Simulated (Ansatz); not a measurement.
The numbers come from plane-wave PAW DFT (Ansatz): r2SCAN, no spin polarisation, 500 eV, 7×7×7 Γ-centred k points, fermi-dirac occupations (width 0.1 eV). Nothing was relaxed.

Computed maps in the lattice plane spanned by b (left to right, 6.13 Å, 19 points from zero) and c (bottom to top, 6.13 Å, 19 points from zero), 60° apart, at height 0.784 along a. The fields are smooth PAW ones with compensation charges, not the true ones near nuclei.

Valence density. Digits on a logarithmic scale: 0 up to 0.03 e/Å³, each further digit a factor of 1.6, 9 from 1.3 e/Å³ up:
```
4577542212456543222
4699964213578875312
3699997323689998632
2599999532589999853
2369999742479989974
3247999742258999985
3124677642135899986
3112344432113578875
2111223322111245654
2222222322222222332
2444322332234443211
3577643333346775322
4699975322347999742
4699997422247999964
4589999632236999995
5569999742124799997
5556899742112469997
5555566542111235665
4555444322233322344
```

ELF. Ten even steps from '0' (0.01) to '9' (0.88):
```
0244200000378740000
1689862001799997100
1798897201899999810
0598479600799449970
0279779820399504994
0037999840079954997
2003677630018999998
2000123210001799997
0000000000000037873
0000000000000000110
0243100000013420000
1688630000026886200
1799983000037999720
0598798300027977960
0288479610016974882
0039889830003798894
0103899840000379984
0110257620000025762
0000001100022000110
```

Task: The cell is Rb$_{2}$LuFeF$_{6}$. Which atoms lie within 0.2 Å of this plane, and where (fractions of b and c)?

Result: F at (0.22, 0.22), F at (0.22, 0.78), F at (0.78, 0.22), Rb at (0.75, 0.75). The whole cell:
```
CELL_PARAMETERS angstrom
0.00000 4.33645 4.33645
4.33645 0.00000 4.33645
4.33645 4.33645 0.00000
ATOMIC_POSITIONS crystal
Fe 0.00000 0.00000 0.00000
F 0.78430 0.21570 0.21570
F 0.21570 0.78430 0.21570
F 0.21570 0.78430 0.78430
F 0.78430 0.21570 0.78430
F 0.21570 0.21570 0.78430
F 0.78430 0.78430 0.21570
Rb 0.25000 0.25000 0.25000
Rb 0.75000 0.75000 0.75000
Lu 0.50000 0.50000 0.50000
```

Origin: a known structure type with other elements, at an estimated volume, so it need not be a known compound. Caveats: no spin polarisation, so a magnetic state may lie lower; atoms or cell far from equilibrium.
